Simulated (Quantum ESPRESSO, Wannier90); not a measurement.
HgF2 (fluorite), plane waves to Wannier functions

```
begin unit_cell_cart
ang
    0.0000000000    2.7781800000    2.7781800000
    2.7781800000    0.0000000000    2.7781800000
    2.7781800000    2.7781800000    0.0000000000
end unit_cell_cart
begin atoms_frac
Hg   0.0000000000  0.0000000000  0.0000000000
F   -0.2500000000 -0.2500000000 -0.2500000000
F    0.2500000000  0.2500000000  0.2500000000
end atoms_frac
```

Materials Project entry mp-8177; symmetrised, unrelaxed at this level. COD (Crystallography Open Database) has an entry of this formula and space group (matched by these alone). Computed values, not measurements, from PBEsol: Quantum ESPRESSO (norm-conserving PseudoDojo potentials, cutoff 68 Ry, no spin polarisation, no spin-orbit coupling) on a Γ-centred 10×10×10 mesh, then Wannier90. Density: 10×10×10 mesh, cold smearing 0.01 Ry. Spin-orbit coupling is left out although heavy elements are present.

A tight-binding model is made by disentanglement and projection with no localisation steps (num_iter = 0), so the 17 orbitals stay atom-like: hydrogen-like Hg: s;p;d; F: s;p, axes along x, y, z; frozen window up to 2.30 eV relative to the valence-band maximum. It follows pw.x to 0.2 meV rms for states up to 1.8 eV relative to the valence-band maximum. Matrix elements depend on this choice of orbitals and windows.

What are the on-site energies relative to the valence-band maximum, and how fast do the hoppings decay?


```json
[
 {"atom": "Hg1", "orbitals": "s", "energy (eV)": "3.49"},
 {"atom": "Hg1", "orbitals": "pz px py", "energy (eV)": "12.15"},
 {"atom": "Hg1", "orbitals": "dz2 dx2-y2", "energy (eV)": "-3.21"},
 {"atom": "Hg1", "orbitals": "dxz dyz dxy", "energy (eV)": "-3.09"},
 {"atom": "F2", "orbitals": "s", "energy (eV)": "-20.17"},
 {"atom": "F2", "orbitals": "pz px py", "energy (eV)": "-2.07"},
 {"atom": "F3", "orbitals": "s", "energy (eV)": "-20.17"},
 {"atom": "F3", "orbitals": "pz px py", "energy (eV)": "-2.07"}
]
```

```tsv
distance of the centres (Å)	largest modulus (eV)
2–3	0.52
3–4	0.34
4–5	0.038
5–6	0.017
6–7	0.013
7–8	0.0076
8–9	0.0075
9–10	0.0018
10–11	0.0020
11–12	0.0019
12–13	0.00058
```
